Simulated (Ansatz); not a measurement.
Relaxed-ion elastic tensor of RuS₂ in space group Pa-3 (No. 205; Ru on 4a, S on 8c) in GPa (Voigt order), DFT-r²SCAN in the program Ansatz with PAW potentials; density 6.14 g/cm³, 14.89 Å³ per atom.

```json
[
 {"": "1", "1": "430", "2": "59.2", "3": "59.2", "4": "0.0", "5": "0.0", "6": "0.0"},
 {"": "2", "1": "59.2", "2": "430", "3": "59.2", "4": "0.0", "5": "0.0", "6": "0.0"},
 {"": "3", "1": "59.2", "2": "59.2", "3": "430", "4": "0.0", "5": "0.0", "6": "0.0"},
 {"": "4", "1": "0.0", "2": "0.0", "3": "0.0", "4": "105", "5": "0.0", "6": "0.0"},
 {"": "5", "1": "0.0", "2": "0.0", "3": "0.0", "4": "0.0", "5": "105", "6": "0.0"},
 {"": "6", "1": "0.0", "2": "0.0", "3": "0.0", "4": "0.0", "5": "0.0", "6": "105"}
]
```

Task: Is the crystal mechanically stable?

Result: Yes: the smallest eigenvalue of C is 105 GPa.

Task: Work out the Voigt, Reuss and Hill averages.

Result: K_V = 183, K_R = 183, K_H = 183; G_V = 137, G_R = 127, G_H = 132 GPa.

Task: Give Young's modulus, Poisson's ratio, Pugh's ratio and the universal anisotropy index.

Result: E = 9KG/(3K + G) = 319 GPa; ν = 0.21; K/G = 1.38 (brittle by the Pugh limit of 1.75); A_U = 5G_V/G_R + K_V/K_R − 6 = 0.40.

Task: Estimate the sound speeds and the Debye temperature.

Result: v_l = √((K + 4G/3)/ρ) = 7640 m/s, v_t = √(G/ρ) = 4640 m/s, mean 5120 m/s; Θ = (h/k)(3n/4πV)^(1/3) v_m = 620 K.

Task: Give the Zener ratio and Young's modulus along [100], [110] and [111].

Result: A = 2C44/(C11 − C12) = 0.57; 1/E = S11 − 2(S11 − S12 − S44/2)Γ with Γ = 0, 1/4, 1/3 gives 416, 291, 264 GPa.

The r²SCAN relaxation kept the symmetry of its start; phonons on a q-mesh show no instability. No spin polarisation was allowed.

Potentials: the later of the program's two PAW sets.
